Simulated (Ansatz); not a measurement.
With the program Ansatz at the PBE level (PAW), CoC in the rock salt structure (Fm-3m) relaxes to a = 4.004 Å. Co has 6 nearest neighbours from 2.00 Å (octahedral); C has 6 nearest neighbours from 2.00 Å (octahedral). Its formation energy from the elements is 0.80 eV/atom, with no fitted shifts.

Electronic character: metallic (no gap). The magnetic state found is ferromagnetic. The net moment is 0.14 μB per atom.

The bulk modulus is 306 GPa.

The start of the workflow was typed in or built on a structure type; neither database checked (COD, Materials Project) lists it. Whether it is the stable phase at ambient conditions was not checked. Symmetry was held in the PBE relaxation; whether a distortion lowers the energy is not shown. Spin order of the final state: ferromagnetic, the only order run, not a proven ground state. The cell computed holds one magnetic atom, so no antiferromagnetic order was within reach. Its formation energy is positive at this level, so the cell may be metastable or incomplete. The references are the lowest solids computed at this level, not always the standard phases.

Potentials: the earlier of the program's two PAW sets.
